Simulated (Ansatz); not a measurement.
Data:

MoP:
```cif
data_MoP
_chemical_formula_sum 'Mo1 P1'
_space_group_name_H-M_alt 'P-6m2'
_space_group_IT_number 187
_space_group_name_Hall 'P -6 2'
_cell_length_a 3.19145
_cell_length_b 3.19145
_cell_length_c 3.15680
_cell_angle_alpha 90.000
_cell_angle_beta 90.000
_cell_angle_gamma 120.000
loop_
_atom_site_label
_atom_site_type_symbol
_atom_site_symmetry_multiplicity
_atom_site_Wyckoff_symbol
_atom_site_fract_x
_atom_site_fract_y
_atom_site_fract_z
_atom_site_occupancy
Mo1 Mo 1 a 0.00000 0.00000 0.00000 1
P1 P 1 d 0.33333 0.66667 0.50000 1
```

This is the LDA-relaxed structure.

All from plane-wave PAW LDA (Ansatz code), unless another level is named. Predict the electronic character.

metallic (no gap).

Give the density of states at the Fermi level.

0.37 states/eV per atom (mean over ±0.08 eV).

Predict the formation energy from the elements (no fitted shifts).

-0.78 eV/atom.

The LDA relaxation kept the symmetry of its start. No spin polarisation was allowed. The references are the lowest solids computed at this level, not always the standard phases. Spin–orbit coupling is left out wherever it is not named.

Potentials: the earlier of the program's two PAW sets. The files were generated under PBE; for other functionals the program regenerates the frozen cores, and for LDA and PBEsol the local potential too.
